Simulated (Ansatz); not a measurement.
LaLuO$_{3}$ (cubic perovskite, space group No. 221) at seven volumes, PBEsol (plane waves, PAW; program Ansatz), scaled uniformly. One row is withheld.

```json
[
 {"V (Å³/atom)": "13.417", "P (GPa)": "17.39"},
 {"V (Å³/atom)": "13.859", "P (GPa)": "10.62"},
 {"V (Å³/atom)": "14.301", "P (GPa)": "4.88"},
 {"V (Å³/atom)": "14.744", "P (GPa)": "-0.01"},
 {"V (Å³/atom)": "15.186", "P (GPa)": "-4.16"},
 {"V (Å³/atom)": "15.628", "P (GPa)": "?"},
 {"V (Å³/atom)": "16.071", "P (GPa)": "-10.72"}
]
```

Fit the shown pressures and predict the withheld one.

Third-order Birch–Murnaghan: P = (3/2)B₀(x^(7/2) − x^(5/2))[1 + (3/4)(B′ − 4)(x − 1)] with x = (V₀/V)^(2/3). Least squares on the six rows gives V₀ = 14.743 Å³/atom, B₀ = 150.0 GPa, B′ = 4.38. At V = 15.628, x = 0.9619 and P = -7.70 GPa. The run itself gave -7.71 GPa.

Space group Pm-3m (cubic perovskite). The cell is a constructed one: a structure type filled with these elements; neither database checked (COD, Materials Project) lists it. Its standing as an ambient phase is unchecked. Symmetry was held in the PBEsol relaxation. At this level the phase is dynamically unstable (imaginary phonons). Spin–orbit coupling is left out wherever it is not named.

Potentials: the earlier of the program's two PAW sets. The files were generated under PBE; for other functionals the program regenerates the frozen cores, and for LDA and PBEsol the local potential too.
